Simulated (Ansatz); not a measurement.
A scan (energy over volume and axial ratio; atoms clamped) gave these values. All values below come from r2SCAN (plane waves to 500 eV, PAW, scalar-relativistic; Ansatz, an electronic-structure program).

| Quantity | Result |
|---|---|
| Shear modulus C′ = (C11 − C12)/2 (fit, atoms clamped) | 140 GPa |

Q: Of these crystals, all scanned alike, which one is it?
(A) CdTe (zinc blende)
(B) GaSb (zinc blende)
(C) SiC (zinc blende)

A: C, SiC (zinc blende). The others have, for the shear modulus C′ = (C11 − C12)/2: CdTe 8 GPa, GaSb 25 GPa

All were relaxed with their symmetry unable to fall. Spin-orbit coupling is left out. The PAW data are Ansatz's earlier set.

(Under strain, the slope of the energy per volume gives the stress and its curvature an elastic modulus.)
